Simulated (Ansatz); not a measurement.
An Ansatz (a first-principles code) run. Input:

Ansatz 0.2 input:
```yaml
crystal:
  lattice:
    - [4.3909502264, 0.0, 0.0]
    - [0.0, 5.287328033, 0.0]
    - [-1.6523235216, 0.0, 5.9534380404]
  atoms:
    - { symbol: La, position: [0.3348443812, 0.75, 0.7014417142] }
    - { symbol: La, position: [0.6651556188, 0.25, 0.2985582858] }
    - { symbol: As, position: [0.0776469184, 0.75, 0.1427256114] }
    - { symbol: As, position: [0.9223530816, 0.25, 0.8572743886] }
    - { symbol: O, position: [0.6649694161, 0.75, 0.1176189603] }
    - { symbol: O, position: [0.335030584, 0.25, 0.8823810397] }
    - { symbol: O, position: [0.1930960765, 0.5008650322, 0.34201851] }
    - { symbol: O, position: [0.8069039235, 0.4991349678, 0.65798149] }
    - { symbol: O, position: [0.8069039235, 0.0008650322, 0.65798149] }
    - { symbol: O, position: [0.1930960765, 0.9991349678, 0.34201851] }
kpoints:
  mp_grid: { grid: [7, 5, 5] }
basis: { xc_grid: 2 }
hamiltonian:
  xc: pbesol
  pseudopotentials: { kind: paw }
scf:
  occupations: { method: fixed }
checkpoint: { read: static.run }
output: { bader: true, populations: true }
```

Output (shortened):

```
La: projections on atomic orbitals take those of the free atom [Kr 4d10] 4f0 5s2 5p6 5d1 6s2, of charge +0.00 (hamiltonian.pseudopotentials.projection_atoms) …
Pseudopotential: La, paw, valence charge 11
Pseudopotential: As, paw, valence charge 15
Pseudopotential: O, paw, valence charge 6
Functional definition: PBEsol
Crystal: 10 atoms, lattice volume = 138.217 Å³
Basis set: ecut = 420 eV, 2713 PW (Γ), exchange–correlation on 60×72×90 points (8 copies of the dense FFT grid, shifted against one another)
Bands: 54, of which v1, the nominal top of the filled ones, is band 44 counted from 1 (43 counted from 0)
Symmetry: 4 space group operations
Space group: P21/m (ITA 11), of the structure as read, at distance tolerance 5.2e-5 Å
k-points: 54 of 175
Stability of the state it starts from, as read at its close in the unpolarized treatment …
iter 1 solved again at ethr=3.25e-8 eV; its pass at ethr=3.10e-3 eV (dr2=2.86e-5 eV) is discarded
SCF iter   1: F=—  HF=-25323.389587 eV  |F-HF|=—  |Δ(HF+E_count)|=         —  Δρ=4.02e-7  dr2=2.03e-10  ethr=3.25e-8  ⟨swp⟩=3.2  Hψ=18538  notcnv=0  defer=432
preconditioner: auto → Resta (q_TF=auto, 2.531 Å⁻¹)
SCF iter   2: F=-25323.389587 eV  HF=-25323.389587 eV  |F-HF|=5.82e-11  |Δ(HF+E_count)|=   1.44e-9  Δρ=3.53e-7  dr2=1.39e-10  ethr=1.00e-12  ⟨swp⟩=12.0  Hψ=15154  notcnv=0
SCF 1 converged in 2 iterations: F = -25323.389587 eV  dr2 = 1.39e-10
SCF converged after 2 iterations
Free energy (F): -25323.389587 eV
Harris-Foulkes:  -25323.389587 eV  (|F-HF|=5.82e-11)
Internal energy: -25323.389587 eV  (E = F + TS)
E sigma→0 (E₀):  -25323.389587 eV
Fermi energy:    10.294932 eV
--- Per-component energies (eV) ---
  E_band       = -451.679319
  E_kinetic    = 1640.606348
  E_local      = -6258.541437  (includes V_loc(G=0)·N_el)
  E_nonlocal   = -845.262841
  E_hartree    = 2959.671906
  E_xc         = -873.348377
  E_vxc        = -1016.876694  (∫ρ·V_xc dr)
  E_paw        = -15162.873447  (= ΣΔE_a)
  E_vpaw       = 109.036384  (= ΣTr[D̂ρ^β])
  E_aug_tail   = 0.014619  (compensation charges beyond the density's cutoff)
  E_ewald      = -6786.139962
  E_core_change = 2.483604  (= ΣΔE_core)
  E_smearing   =  0.000000  (= −TS)
  E_closure    =  0.000000  (closes the sum)
  Σ components = -25323.389587   (vs F -25323.389587, Δ=0.00e0)
  [band-id]    e_kinetic+e_local+e_nonlocal+2·e_hartree+e_vxc+e_vpaw+e_augmentation_tail = -451.679810   (vs E_band -451.679319, Δ=-4.91e-4)
--- Band table (eV; the first three rows and the last of 54) ---
  k-point 0: bands = ["-25.1569", "-25.1547", "-25.1524", "-25.1488", "-25.0429", "-25.0425", "-25.0274", "-25.0257", "-24.9731", "-24.9720", "-20.5065", "-20.4176", "-9.0317", "-8.8180", "-7.7266", "-7.4422", "-7.0543", "-6.9004", "-4.3103", "-4.1418", …
  k-point 1: bands = ["-25.1569", "-25.1547", "-25.1524", "-25.1488", "-25.0429", "-25.0425", "-25.0274", "-25.0257", "-24.9731", "-24.9720", "-20.5014", "-20.4222", "-9.0805", "-8.8985", "-7.7068", "-7.2813", "-6.9919", "-6.9234", "-4.3063", "-4.1234", …
  k-point 2: bands = ["-25.1569", "-25.1547", "-25.1524", "-25.1489", "-25.0429", "-25.0425", "-25.0274", "-25.0257", "-24.9730", "-24.9720", "-20.4916", "-20.4313", "-9.1632", "-8.9941", "-7.6719", "-7.0176", "-6.9632", "-6.9175", "-4.2749", "-4.1052", …
  k-point 53: bands = ["-25.1572", "-25.1571", "-25.1487", "-25.1482", "-25.0430", "-25.0429", "-25.0264", "-25.0259", "-24.9727", "-24.9724", "-20.4421", "-20.4322", "-8.9035", "-8.7757", "-7.8905", "-7.7073", "-7.3361", "-7.2168", "-4.2148", "-4.1222", …
--- Löwdin populations: 10 sites ---
  site symbol       q [e]
     0     La     10.0725
     1     La     10.0725
     2     As     13.8100
     3     As     13.8100
     4      O      6.6964
     5      O      6.6964
     6      O      6.6081
     7      O      6.6081
     8      O      6.6081
     9      O      6.6081
  spilling = 0.004654 (of n_electrons = 88.000000)
--- Bader charges: 10 sites ---
  site symbol  charge [e]  shift [e]
     0     La      2.1362     0.0000
     1     La      2.1362     0.0000
     2     As      1.6176     0.0144
     3     As      1.6176     0.0144
     4      O     -1.2598     0.0047
     5      O     -1.2598     0.0047
     6      O     -1.2470     0.0048
     7      O     -1.2470     0.0048
     8      O     -1.2470     0.0048
     9      O     -1.2470     0.0048
  shift: an alarm, by how much a part of what the PAW files miss would move the charge. Where it is large, compare
  with a run on PAW files of another source; a small one proves nothing
  estimated error of the sums over rays = 5.6e-4 e
```

Cost: very roughly 80 core-seconds on shared cores.

Space group P2_1/m. The first step of the workflow began from a Materials Project structure, measured or hypothetical; the Crystallography Open Database copy checked does not list it. Its standing as an ambient phase is unchecked. Symmetry was held in the PBEsol relaxation; whether a distortion lowers the energy is not shown. Spin–orbit coupling is left out wherever it is not named.

Potentials: the later of the program's two PAW sets.

Ansatz is a plane-wave DFT program.
